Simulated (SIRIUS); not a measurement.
Input and output of a self-consistent single point for TiN (Fm-3m, 2 atoms in the cell; from Materials Project mp-492, changed as shown) (SIRIUS).

Level of theory: PBE, PseudoDojo 0.5 standard norm-conserving PBE (tails mended) pseudopotentials (plane waves; SIRIUS).

The change in words: volume scaled by 0.98. Reference geometry (Fm-3m):
```yaml
crystal:
  lattice:
    - [0.00000, 2.12062, 2.12062]
    - [2.12062, 0.00000, 2.12062]
    - [2.12062, 2.12062, 0.00000]
  atoms:
    - { symbol: Ti, position: [0.00000, 0.00000, 0.00000] }
    - { symbol: N, position: [0.50000, 0.50000, 0.50000] }
```

Reference input (self-consistent single point, DFT, PBE, plane waves, PseudoDojo 0.5 standard norm-conserving PBE (tails mended) pseudopotentials): parameters.ngridk = 12 12 12; parameters.xc_functionals = [XC_GGA_X_PBE, XC_GGA_C_PBE]; parameters.gk_cutoff = 9.165 1/bohr; parameters.pw_cutoff = 18.331 1/bohr; parameters.smearing = cold; parameters.smearing_width = 0.00999582 Ha; potentials = PseudoDojo 0.5 standard norm-conserving PBE (tails mended) pseudopotentials; parameters.electronic_structure_method = pseudopotential; parameters.num_bands = 13; parameters.num_mag_dims = 0; parameters.num_dft_iter = 100; parameters.energy_tol = 1e-07 Ha. This run's input differs from it in these lines:

```diff
@@ -32,7 +32,7 @@
     "lattice_vectors": [
-      [0.0, 0.7071067918, 0.7071067918],
-      [0.7071067918, 0.0, 0.7071067918],
-      [0.7071067918, 0.7071067918, 0.0]
+      [0.0, 0.7071067883, 0.7071067883],
+      [0.7071067883, 0.0, 0.7071067883],
+      [0.7071067883, 0.7071067883, 0.0]
     ],
-    "lattice_vectors_scale": 5.66732,
+    "lattice_vectors_scale": 5.62928,
     "atom_coordinate_units": "lattice",
```

The program printed (abridged):

```
[find] density tolerance         : 1e-06
[find] total energy tolerance    : 1e-07
[find] iter_solver_tol (initial) : 0.01
[find] iter_solver_tol (target)  : 1e-13
[find] num_dft_iter              : 100
Charges and magnetic moments
--------------------------------------------------------------------------------
total charge          : 17.000000
[find] | SCF iteration   0 out of 100|
[diagonalize] iterative solver tolerance (occupied, empty): 0.01 0.01
[diagonalize] average number of iterations: 1.91667
[find_efermi_generic] Newton iteration converged after 2 steps
[find] Charges and magnetic moments
[find] total charge          : 17.000000
[find] Energy
[find] smearing (-TS)                 :      -0.00000776
[find] Total energy                   :     -69.78185265 (Ha),    -139.56370529 (Ry)
[find] Free energy (E-TS)             :     -69.78186041 (Ha),    -139.56372081 (Ry)
[find] band gap (eV)                  :       0.00000000
[find] Efermi                         :       0.67365989
[find] iteration : 0, RMS (target) : 5.9405e-01 (1.0000e-06) , energy difference (target) : -6.9782e+01 (1.0000e-07)
[find] bands are converged : true
[find] iterative solver converged : false
[find] | SCF iteration   1 out of 100|
[diagonalize] iterative solver tolerance (occupied, empty): 0.00207584 0.00207584
   [... lines left out ...]
[find] Charges and magnetic moments
[find] Free energy (E-TS)             :     -69.85569203 (Ha),    -139.71138407 (Ry)
[find] band gap (eV)                  :       0.00000000
[find] Efermi                         :       0.64354819
[find] Charges and magnetic moments
[find] Free energy (E-TS)             :     -69.85679004 (Ha),    -139.71358007 (Ry)
[find] band gap (eV)                  :       0.00000000
[find] Efermi                         :       0.64606224
[find] Charges and magnetic moments
[find] Free energy (E-TS)             :     -69.85695116 (Ha),    -139.71390233 (Ry)
   [... lines left out ...]
[ground_state] === stress_total ===
[ground_state]   -70.263328   -0.000000   -0.000000
[ground_state]    -0.000000  -70.263328   -0.000000
[ground_state]    -0.000000   -0.000000  -70.263328
[ground_state] ==== total Forces in Ha/bohr =====
[ground_state] atom:    0, force:       0.0000000      0.0000000      0.0000000
[ground_state] atom:    1, force:       0.0000000      0.0000000      0.0000000
```

The run converged in 14 iterations. SIRIUS prints the stress tensor with tension positive. Against the reference run the free energy goes up by 4.8 meV/atom and the pressure goes from 1.08 to 7.03 GPa.

The structure comes from a collection of computed structures, made at another level of theory; the collection holds predicted forms beside known ones.

Cost on one core: roughly 40 core-seconds.

The gap that the log prints is read on the run's mesh, which can miss the band edges or a crossing.

“Tails mended”: in these copies of the files the far tail of each local potential was reset to the Coulomb form.
